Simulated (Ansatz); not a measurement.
Values for one crystal, relaxed and computed with the program Ansatz at the PBE level (PAW); other levels are named.

Volume per atom: 6.75 Å³
Electronic character: metallic (no gap)
Pressure derivative B′: 3.8
Density of states at the Fermi level: 0.10 states/eV per atom (mean over ±0.08 eV)
Bulk modulus (Birch–Murnaghan fit): 3170 kbar

Problem. Which of these materials gives this?
A. C, P4_2/mmc (C on 2e, C on 4i)
B. Cl, bcc (W type)
C. As, simple rhombohedral
D. Cl, simple cubic

Solution. A, C, P4_2/mmc (C on 2e, C on 4i)

The start of the workflow was typed in or built on a structure type; neither database checked (COD, Materials Project) lists it. It is not the phase usual at ambient conditions (space group No. 194, 227). The PBE relaxation kept the symmetry of its start; whether a distortion lowers the energy is not shown.

Potentials: the later of the program's two PAW sets.
